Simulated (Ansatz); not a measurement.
HfO2 (fluorite), conventional cell a = b = c = 5.044 Å, α = β = γ = 90.00°. The calculation uses the primitive cell of 3 atoms, to which meshes and values per cell refer.

Equation-of-state scan: isotropic scaling of the cell above, V₀ being its volume. Symmetry pins the atoms to their sites.

Calculation: PBEsol (plane waves to 420 eV, PAW, scalar-relativistic; Ansatz, a program for electronic structure). k mesh 12×12×12 (Γ-centred), Fermi-Dirac smearing 0.05 eV. The energy includes the smearing's −TS. Stress and pressure are positive under compression. HfO2 is run without spin polarisation. HfO2 was relaxed with its symmetry unable to fall. Spin-orbit coupling is left out, though Hf is heavy. This is a high-temperature form of HfO2. The zero of ΔE is the relaxed starting cell.

```tsv
V/V₀	ΔE (kJ/mol of atoms)	P (GPa)
0.840	29.45	66.5
0.872	17.67	48.3
0.904	9.34	33.0
0.936	3.91	20.1
0.968	0.92	9.2
1.000	0.00	0.0
1.032	0.82	-7.8
1.064	3.13	-14.4
1.096	6.69	-20.0
1.128	11.30	-24.7
1.160	16.82	-28.7
```

Key numbers:

Pressure at the smallest volume: 66.5 GPa
Energy cost of the largest compression: 305.2 meV/atom
Energy cost of the largest expansion: 174.3 meV/atom
Bulk modulus B₀ (third-order Birch-Murnaghan fit): 264 GPa
Pressure derivative B₀′ (fit): 4.2
Equilibrium volume of the fit: 10.69 Å³/atom
Pressure for 5 % compression (fit): 15.1 GPa

The 11 points together took about 30 core-seconds (a rough figure).

(A scan under strain: stresses follow from slopes of the energy per volume, elastic moduli from its curvatures.)
